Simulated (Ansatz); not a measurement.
Mo:
```cif
data_Mo2
_chemical_formula_sum 'Mo2'
_space_group_name_H-M_alt 'Im-3m'
_space_group_IT_number 229
_space_group_name_Hall '-I 4 2 3'
_cell_length_a 3.11133
_cell_length_b 3.11133
_cell_length_c 3.11133
_cell_angle_alpha 90.000
_cell_angle_beta 90.000
_cell_angle_gamma 90.000
loop_
_atom_site_label
_atom_site_type_symbol
_atom_site_symmetry_multiplicity
_atom_site_Wyckoff_symbol
_atom_site_fract_x
_atom_site_fract_y
_atom_site_fract_z
_atom_site_occupancy
Mo1 Mo 2 a 0.00000 0.00000 0.00000 1
```
(The calculation used a cell of 1 atom; values per cell refer to that cell.)

Relaxed with LDA.

Which orbitals make up the states near the Fermi level in DFT-LDA in the program Ansatz with PAW potentials?

Within 0.5 eV of the Fermi level: Mo 4d 89 %, Mo 5s 5 %. Projections are on Löwdin-orthogonalised atomic valence shells; empty p or d shells of many metals are not among them.

Tabulate the density of states.

States/eV per cell of 1 atom, in 0.25 eV bins, energy from the Fermi level.

| E (eV) | total | Mo 4d | Mo 5s | Mo 4p |
|---|---|---|---|---|
| -7.55 | 0.00 | 0.00 | 0.00 | 0.00 |
| -7.30 | 0.02 | 0.00 | 0.01 | 0.00 |
| -7.05 | 0.03 | 0.00 | 0.03 | 0.00 |
| -6.80 | 0.05 | 0.00 | 0.04 | 0.00 |
| -6.55 | 0.06 | 0.00 | 0.05 | 0.00 |
| -6.30 | 0.08 | 0.00 | 0.07 | 0.00 |
| -6.05 | 0.09 | 0.01 | 0.08 | 0.00 |
| -5.80 | 0.13 | 0.03 | 0.09 | 0.00 |
| -5.55 | 0.36 | 0.22 | 0.12 | 0.01 |
| -5.30 | 0.76 | 0.55 | 0.18 | 0.01 |
| -5.05 | 1.03 | 0.77 | 0.23 | 0.01 |
| -4.80 | 1.17 | 0.92 | 0.21 | 0.02 |
| -4.55 | 1.40 | 1.16 | 0.20 | 0.02 |
| -4.30 | 1.44 | 1.24 | 0.17 | 0.02 |
| -4.05 | 1.25 | 1.11 | 0.11 | 0.02 |
| -3.80 | 0.74 | 0.66 | 0.06 | 0.02 |
| -3.55 | 1.12 | 1.09 | 0.02 | 0.01 |
| -3.30 | 1.78 | 1.74 | 0.01 | 0.02 |
| -3.05 | 1.85 | 1.80 | 0.01 | 0.03 |
| -2.80 | 1.16 | 1.12 | 0.02 | 0.01 |
| -2.55 | 0.91 | 0.86 | 0.03 | 0.01 |
| -2.30 | 0.82 | 0.75 | 0.05 | 0.01 |
| -2.05 | 1.29 | 1.15 | 0.10 | 0.02 |
| -1.80 | 2.07 | 1.79 | 0.20 | 0.04 |
| -1.55 | 1.23 | 1.06 | 0.12 | 0.02 |
| -1.30 | 0.69 | 0.56 | 0.09 | 0.01 |
| -1.05 | 0.57 | 0.46 | 0.07 | 0.01 |
| -0.80 | 0.52 | 0.43 | 0.06 | 0.01 |
| -0.55 | 0.50 | 0.42 | 0.05 | 0.01 |
| -0.30 | 0.51 | 0.44 | 0.04 | 0.01 |
| -0.05 | 0.58 | 0.51 | 0.04 | 0.00 |
| 0.20 | 0.82 | 0.75 | 0.03 | 0.01 |
| 0.45 | 0.94 | 0.87 | 0.03 | 0.01 |
| 0.70 | 1.03 | 0.97 | 0.03 | 0.00 |
| 0.95 | 1.18 | 1.12 | 0.02 | 0.00 |
| 1.20 | 1.27 | 1.22 | 0.02 | 0.00 |
| 1.45 | 1.24 | 1.21 | 0.01 | 0.00 |
| 1.70 | 1.54 | 1.51 | 0.01 | 0.00 |
| 1.95 | 1.37 | 1.34 | 0.01 | 0.00 |
| 2.20 | 1.50 | 1.46 | 0.03 | 0.00 |
| 2.45 | 2.29 | 2.21 | 0.06 | 0.00 |
| 2.70 | 1.17 | 1.05 | 0.08 | 0.00 |
| 2.95 | 0.87 | 0.75 | 0.09 | 0.00 |
| 3.20 | 0.74 | 0.62 | 0.09 | 0.00 |
| 3.45 | 0.66 | 0.53 | 0.09 | 0.00 |
| 3.70 | 0.62 | 0.49 | 0.09 | 0.00 |
| 3.95 | 0.59 | 0.46 | 0.09 | 0.00 |
| 4.20 | 0.50 | 0.38 | 0.09 | 0.00 |
| 4.45 | 0.37 | 0.25 | 0.09 | 0.00 |
| 4.70 | 0.29 | 0.17 | 0.10 | 0.00 |

Symmetry was held in the LDA relaxation. The run is not spin-polarised. Scalar-relativistic: spin–orbit coupling is off unless named, which matters more the heavier the elements.

Potentials: the later of the program's two PAW sets.
